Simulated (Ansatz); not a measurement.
# Calculation log, ScCd (Pm-3m) (phonons)

Method: PBEsol, PAW on Ansatz 0.2.0's default frozen-core files (fitted under PBE), scalar-relativistic.

Cell and atoms were relaxed beforehand by PAW with this functional.

The structure is one entry of a database and needn't be the stable phase.

Launched as:

```sh
ansatz run input.yaml --threads 1 --pin off --max-ram 3072MiB --backend cpu --events-out ev --progress --plain --runs-dir out
```

input.yaml:

```yaml
crystal:
  lattice:
    - [3.48531342486, 0.0, 0.0]
    - [0.0, 3.48531342486, 0.0]
    - [0.0, 0.0, 3.48531342486]
  atoms:
    - { symbol: Sc, position: [0.5, 0.5, 0.5] }
    - { symbol: Cd, position: [0.0, 0.0, 0.0] }
kpoints:
  mp_grid: { grid: [10, 10, 10] }
scf:
  occupations: { method: fermi_dirac, width: 0.08 }
hamiltonian:
  xc: pbesol
  pseudopotentials: { kind: paw }
phonons:
  qmesh: [2, 2, 2]
  qpath:
    path:
      - [0.0, 0.0, 0.0]
      - [0.0, 0.5, 0.0]
      - [0.5, 0.5, 0.0]
      - [0.0, 0.0, 0.0]
      - [0.5, 0.5, 0.5]
      - [0.0, 0.5, 0.0]
      - [0.5, 0.5, 0.5]
      - [0.5, 0.5, 0.0]
    npoints: 6
  temperatures: { t_min: 0, t_max: 1000, t_step: 100 }
```

Output (shortened where marked):

```
Warning: RAYON_NUM_THREADS=1 ignored (pool sized by the plan → 1); use --threads N
Engine: ansatz 0.2.0, x86_64-unknown-linux-gnu
Pseudopotentials: kind: paw
Pseudopotential: Sc, paw, valence charge 11, recommended cutoff 420 eV (normal), Sc.paw.azcp
Pseudopotential: Cd, paw, valence charge 20, recommended cutoff 420 eV (normal), Cd.paw.azcp
Functional definition: PBEsol
  exchange = pbesol_x
  correlation = pbesol_c
Crystal: 4 atoms, lattice volume = 84.675 Å³
Basis set: ecut = 420 eV, 1639 PW (Γ), FFT grids on a1, a2, a2+a3, exchange–correlation on 48×72×72 points (8 copies of the dense FFT grid, shifted against one another)
Bands: 40, of which v1, the nominal top of the filled ones, is band 31 counted from 1 (30 counted from 0)
Symmetry: 32 space group operations
k-points: 72 of 500
Non-local potential: Sc, projectors of the file, l = 0: 3, l = 1: 2, l = 2: 3, l = 3: 1
Non-local potential: Cd, projectors of the file, l = 0: 3, l = 1: 2, l = 2: 2, l = 3: 1
PAW form: soft (Blöchl's): semilocal exchange-correlation on the pseudo side does not see the compensation charge
[... 123 lines left out ...]
  symmetry images taken by strict's conditions (phonons.symmetry_images: auto; settled by no image being taken that strict refuses)
  supercell 2 (2 cells, vectors [1, 0, 0], [0, 1, 0], [0, 0, 2] in multiples of the cell's): 2 displaced members by 0.0025 Å; free energy -20592.226982 eV; taken off its force constants: by the sum rule 9.2e-4, by the ...
  symmetry images taken by strict's conditions (phonons.symmetry_images: auto; settled by no image being taken that strict refuses)
  supercell 3 (2 cells, vectors [0, 1, -1], [-1, 1, 0], [0, 0, 2] in multiples of the cell's): 2 displaced members by 0.0025 Å; free energy -20592.226982 eV; taken off its force constants: by the sum rule 4.9e-4, by the ...
  symmetry images taken by strict's conditions (phonons.symmetry_images: auto; settled by no image being taken that strict refuses)
  q = [0.0000, 0.0000, 0.0000] (star 1, supercell 1; hermiticity 0.00e0, symmetrization 2.38e-6): -0.00 0.00 0.00 176.40 176.40 176.40
  q = [0.0000, 0.0000, -0.5000] (star 3, supercell 2; hermiticity 8.96e-17, symmetrization 2.65e-16): 96.69 97.19 97.19 166.08 166.08 196.27
  q = [0.0000, -0.5000, -0.5000] (star 3, supercell 1; hermiticity 1.08e-16, symmetrization 8.67e-16): 30.96 30.96 98.38 130.19 217.73 217.73
  q = [-0.5000, -0.5000, -0.5000] (star 1, supercell 3; hermiticity 9.11e-17, symmetrization 8.99e-16): 91.64 91.64 91.64 193.80 193.80 193.80
  joined force constants: q→R imaginary residual 2.67e-17
  density of states and harmonic sums: on the 18×18×18 q-mesh, interpolated from the force constants of a 2×2×2 supercell (no non-analytic term)
  largest difference from the sums on the solved wave vectors: F 7.02e-2 eV, S 1.02e-4 and C_V 3.23e-5 eV/K
```

The run converged.

Zone-centre phonons:

Harmonic phonons of a crystal by Kohn-Sham DFT at the given cell, standard atomic masses, acoustic sum rule imposed; negative wavenumbers are unstable modes; optical zone-centre levels upwards with Mulliken labels, activity, and the element with most of the kinetic energy.

- Point group: m-3m

| number | phonon wavenumber (cm⁻¹) | label | infrared | raman | lead element |
| --- | --- | --- | --- | --- | --- |
| 1 | 176.4 | T1u | yes | no | Sc |

### Phonons on the q mesh

One row a degenerate set, branches counted upwards.

```json
{
  "Unstable phonons": "no"
}
```

| point | q a (r.l.u.) | q b (r.l.u.) | q c (r.l.u.) | branch | phonon wavenumber (cm⁻¹) | degeneracy |
| --- | --- | --- | --- | --- | --- | --- |
| Gamma | 0 | 0 | 0 | 4 | 176.4 | 3 |
| X | 0.5 | 0 | 0 | 1 | 96.7 | 1 |
| X | 0.5 | 0 | 0 | 2 | 97.2 | 2 |
| X | 0.5 | 0 | 0 | 4 | 166.1 | 2 |
| X | 0.5 | 0 | 0 | 6 | 196.3 | 1 |
| M | 0.5 | 0.5 | 0 | 1 | 31 | 2 |
| M | 0.5 | 0.5 | 0 | 3 | 98.4 | 1 |
| M | 0.5 | 0.5 | 0 | 4 | 130.2 | 1 |
| M | 0.5 | 0.5 | 0 | 5 | 217.7 | 2 |
| R | 0.5 | 0.5 | 0.5 | 1 | 91.6 | 3 |
| R | 0.5 | 0.5 | 0.5 | 4 | 193.8 | 3 |

### Harmonic thermodynamics

Sums over wave vectors interpolated from the q mesh.

```
Zero point energy : 23.96 meV/atom
```

| temperature (K) | phonon heat capacity (k_B/atom) | phonon entropy (k_B/atom) | phonon free energy (meV/atom) |
| --- | --- | --- | --- |
| 100 | 2.221 | 1.99 | 16.85 |
| 200 | 2.759 | 3.745 | -8.47 |
| 300 | 2.888 | 4.893 | -45.98 |
| 400 | 2.936 | 5.731 | -91.92 |
| 500 | 2.959 | 6.389 | -144.2 |
| 600 | 2.971 | 6.93 | -201.7 |
| 700 | 2.979 | 7.388 | -263.4 |
| 800 | 2.984 | 7.786 | -328.9 |
| 900 | 2.987 | 8.138 | -397.5 |
| 1000 | 2.989 | 8.453 | -469 |

Keep in mind: frozen-core PAW files fitted under PBE, their cores solved anew for the functional of the run; responses of metals move with mesh and smearing; activity by symmetry alone, a metal screens infrared modes; coarse q mesh.

It took 2.2 min on 1 thread of Intel(R) Xeon(R) Platinum 8488C (Sapphire Rapids), with other jobs on the host, peak memory 0.74 GiB.
